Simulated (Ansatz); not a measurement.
GePd:
```
CELL_PARAMETERS angstrom
      0.00000     2.58309     2.58309
      2.58309     0.00000     2.58309
      2.58309     2.58309     0.00000
ATOMIC_POSITIONS crystal
  Ge 0.00000 0.00000 0.00000
  Pd 0.50000 0.50000 0.50000
```

Relaxed with r²SCAN. Special points in fractions of this cell's reciprocal vectors: Γ (0.000, 0.000, 0.000); X (0.500, 0.000, 0.500); U (0.625, 0.250, 0.625); K (0.375, 0.375, 0.750); L (0.500, 0.500, 0.500); W (0.500, 0.250, 0.750).

Q: List the band energies nearest the Fermi level at these points for r²SCAN in the plane-wave PAW code Ansatz.

A: In eV from the Fermi level; about four levels below and three above (degenerate sets whole), none deeper than 8.9 eV; … stands for higher levels left out; points with the same levels are listed once.

```json
[
 {"k": "Γ", "below": "-3.59 -3.59 -3.59 -3.44 -3.44", "above": "2.96 2.96 2.96"},
 {"k": "X", "below": "-2.56 -2.56 -0.65 -0.19 -0.19", "above": "3.80 …"},
 {"k": "U", "below": "-2.70 -2.16 -1.53 -0.67", "above": "1.77 5.93 …"},
 {"k": "L", "below": "-4.72 -4.72 -2.81 -2.81 -1.63", "above": "5.82 5.82 6.08"},
 {"k": "W", "below": "-1.17 -1.17 -0.88 -0.54", "above": "9.53 …"}
]
```

Space group Fm-3m (rock salt). A made-up cell: these elements were put on the sites of a structure type; neither database checked (COD, Materials Project) lists it. COD files the formula under space group No. 62, so this cell is another polymorph or a model. Whether it is the stable phase at ambient conditions was not checked. The r²SCAN relaxation kept the symmetry of its start. At this level the phase is mechanically unstable. The run is not spin-polarised. Spin–orbit coupling is left out wherever it is not named.

Potentials: the later of the program's two PAW sets.
